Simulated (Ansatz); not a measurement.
Problem. Name crystals whose computed values (the program Ansatz at the LDA level (PAW)) fall in these windows: G_Hill (GPa) 15 to 21; Θ_D (K) 250 to 290; ε0 7.5 to 10.

Solution. 

| crystal | G_Hill (GPa) | Θ_D (K) | ε0 |
|---|---|---|---|
| As2O3, P2_1/c (Pearson symbol mP20) | 17.6 | 265 | 9.13 |
Others may fit too.

Relaxed far from the usual cell of the phase: As2O3, P2_1/c (Pearson symbol mP20). Weakly bound layers, chains or molecules computed without a dispersion correction, so cells and soft constants are ill determined: As2O3, P2_1/c (Pearson symbol mP20). The cell was relaxed under the symmetry of its start. Spin–orbit coupling is left out wherever it is not named.

Potentials: the later of the program's two PAW sets.
